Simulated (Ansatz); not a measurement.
Consider the following.

PbSe (rock salt) is sheared across one {100} plane: the third cell vector gains the shift, so faults repeat every 9.3 Å. The cut lies between planes 3.09 Å apart; the cell height is held.

```
PbSe
1.0
    4.36852     0.00000     0.00000
    0.00000     4.36852     0.00000
    2.18426     2.18426     9.26703
Se Pb
3 3
Cartesian
  1.82022   1.82022   7.72252
  1.82022   1.82022   1.54450
  4.00448   4.00448   4.63351
  4.00448   4.00448   7.72252
  4.00448   4.00448   1.54450
  1.82022   1.82022   4.63351
```

In-plane vectors a = (4.369, 0.000) Å, b = (0.000, 4.369) Å, area 19.08 Å². The shift is s times the vector a (length 4.369 Å), so s = 1 restores the start. The shift is rigid: no atom relaxes. γ = [E(shift) − E(0)] / area.

These are r2SCAN (plane waves to 500 eV, PAW, scalar-relativistic; Ansatz, an electronic-structure program) values and carry that method's errors. k mesh 7×7×7 (Γ-centred), Fermi-Dirac smearing 0.05 eV. E is the zero-smearing estimate. Faults lie only 9.3 Å apart, and holding the cell height and the atoms raises γ above its relaxed value. PbSe was relaxed with its symmetry unable to fall. Spin-orbit coupling is left out, though Pb is heavy. The zero of γ is zero shift.

The scan covers s from 0.000 to 0.917 in 12 points.

Question: Does γ have a local minimum between the ends of the line, and at which s?

Answer: No computed point is one.

Question: At which s is γ highest?

Answer: s = 0.500.

Question: What is the highest γ among twelve even steps of s?

Answer: 431 mJ/m².

(The slope of γ gives the shear force per area between the displaced halves; near zero shift its curvature is an elastic stiffness.)
